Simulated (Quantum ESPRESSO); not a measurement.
**Se (changed cell): field gradients at the nuclei**

```xyz
3
Lattice="4.5499 0.0000 0.0000 -2.2749 3.9403 0.0000 0.0000 0.0000 4.8792" Properties=species:S:1:pos:R:3 pbc="T T T"
Se     1.0127     0.0000     1.6264
Se    -0.5063     0.8770     3.2528
Se     1.7686     3.0633     0.0000
```
The cell was made here from a computed Materials Project entry: strained by -2 % along the unique axis and by +1 % across it, atoms relaxed (PBE without dispersion, pw.x of a modified build of Quantum ESPRESSO, symmetry kept). The parent is Se in P3₁21. Stability against distortions was not tested.

Convention: |Vzz| is the largest principal value, η_Q = (Vxx − Vyy)/Vzz, |C_Q| = |eQVzz/h|. Cores are frozen. Se had no test against all-electron runs. Static lattice: thermal averaging is not included.

Q: What do the calculations give at each independent site (field gradients by a PBE PAW density (pw.x of Quantum ESPRESSO, JTH datasets) with the all-electron reconstruction of Petrilli and co-workers, 20 Ha, k-mesh 6×6×5 through Γ)?

A: 
```
site                site symmetry  Vzz (a.u.)   η_Q  ∣C_Q∣ (MHz)
------------------  -------------  ----------  ----  -----------
Se (atoms 1, 2, 3)              2      -5.526  0.31            –
```
